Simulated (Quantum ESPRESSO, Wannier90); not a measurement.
## Wannier functions of BaSnO₃ (cubic perovskite)

Cell from Materials Project (mp-3163), symmetrised, no further relaxation. COD (Crystallography Open Database) records the formula in this space group. Ideal cubic forms of this type are often high-temperature phases that distort on cooling; symmetry holds the cell here, and its stability was not tested. Level: PBEsol, spinors with spin-orbit coupling; pw.x of Quantum ESPRESSO at 68 Ry with PseudoDojo potentials, 4×4×4 k-points, Wannier90. Density: 8×8×8 mesh, Gaussian smearing 0.01 Ry.

```
begin unit_cell_cart
ang
    4.1434700000    0.0000000000    0.0000000000
    0.0000000000    4.1434700000    0.0000000000
    0.0000000000    0.0000000000    4.1434700000
end unit_cell_cart
mp_grid = 4 4 4
```

Problem. Which shells of neighbouring k-points and which b-vectors and weights does Wannier90 pick for this cell and mesh?

Solution. 
```
 *---------------------------------- K-MESH ----------------------------------*
 +----------------------------------------------------------------------------+
 |                    Distance to Nearest-Neighbour Shells                    |
 |                    ------------------------------------                    |
 |          Shell             Distance (Ang^-1)          Multiplicity         |
 |          -----             -----------------          ------------         |
 |             1                   0.379102                      6            |
 |             2                   0.536131                     12            |
 |             3                   0.656623                      8            |
 |             4                   0.758203                      6            |
 |             5                   0.847697                     24            |
 |             6                   0.928606                     24            |
 |             7                   1.072261                     12            |
 |             8                   1.137305                     30            |
       ... (lines left out)
 +----------------------------------------------------------------------------+
 | The b-vectors are chosen automatically                                     |
 | The following shells are used:                       1                     |
 +----------------------------------------------------------------------------+
 |                        Shell   # Nearest-Neighbours                        |
 |                        -----   --------------------                        |
 |                          1               6                                 |
 +----------------------------------------------------------------------------+
 | Completeness relation is fully satisfied [Eq. (B1), PRB 56, 12847 (1997)]  |
 +----------------------------------------------------------------------------+
 |                  b_k Vectors (Ang^-1) and Weights (Ang^2)                  |
 |                  ----------------------------------------                  |
 |            No.         b_k(x)      b_k(y)      b_k(z)        w_b           |
 |            ---        --------------------------------     --------        |
 |             1         0.000000    0.000000    0.379102     3.479034        |
 |             2         0.000000    0.379102    0.000000     3.479034        |
 |             3         0.379102    0.000000    0.000000     3.479034        |
 |             4         0.000000    0.000000   -0.379102     3.479034        |
 |             5         0.000000   -0.379102    0.000000     3.479034        |
 |             6        -0.379102    0.000000    0.000000     3.479034        |
```
